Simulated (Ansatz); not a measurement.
Ru:
```
Ru
1.0
   -1.50909     1.50909     1.50909
    1.50909    -1.50909     1.50909
    1.50909     1.50909    -1.50909
Ru
1
Direct
  0.00000   0.00000   0.00000
```

Relaxed with DFT-PBEsol in the program Ansatz with PAW potentials. Indices refer to the conventional cell of Im-3m, a = b = c = 3.018 Å, α = β = γ = 90.00°.

**Question.** Simulate the powder diffraction pattern (neutron, λ = 1.5401 Å; lines above 1 %) up to 2θ = 90°.

**Answer.** Simulated powder pattern, neutron, λ = 1.5401 Å (kinematic, ideal powder, no thermal factors, coherent scattering alone; the 30 strongest lines at most, above 1 %, up to 2θ = 90°):

| 2θ (°) | d (Å) | I/Imax (%) | hkl |
|---|---|---|---|
| 42.30 | 2.134 | 100 | (110) |
| 61.36 | 1.509 | 27 | (200) |
| 77.36 | 1.232 | 80 | (211) |

The start of the workflow was typed in or built on a structure type; neither database checked (COD, Materials Project) lists it. It is not the phase usual at ambient conditions (space group No. 194). Symmetry was held in the PBEsol relaxation. At this level the phase is mechanically unstable. The run is not spin-polarised.

Potentials: the later of the program's two PAW sets.
